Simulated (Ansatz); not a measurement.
Hf$_{2}$S in space group P6_3/mmc (No. 194; Hf on 4f, S on 2b) at seven volumes, DFT-r²SCAN in the program Ansatz with PAW potentials, shape and atoms relaxed at each. One row is withheld.

| V (Å³/atom) | P (GPa) |
|---|---|
| 17.632 | ? |
| 18.213 | 9.67 |
| 18.794 | 4.48 |
| 19.376 | 0.00 |
| 19.957 | -3.86 |
| 20.538 | -7.17 |
| 21.119 | -10.01 |

Fit the shown pressures and predict the withheld one.

P = (3/2)B₀(x^(7/2) − x^(5/2))[1 + (3/4)(B′ − 4)(x − 1)] with x = (V₀/V)^(2/3). Least squares on the six rows gives V₀ = 19.375 Å³/atom, B₀ = 138 GPa, B′ = 4.01. At V = 17.632, x = 1.0649 and P = 15.72 GPa. The run itself gave 15.67 GPa.

The workflow started from a Materials Project entry (that database holds measured and hypothetical structures alike); the Crystallography Open Database copy checked does not list it. Its standing as an ambient phase is unchecked. The r²SCAN relaxation kept the symmetry of its start; whether a distortion lowers the energy is not shown. The run is not spin-polarised. Scalar-relativistic: spin–orbit coupling is off unless named, which matters more the heavier the elements.

Potentials: the later of the program's two PAW sets.
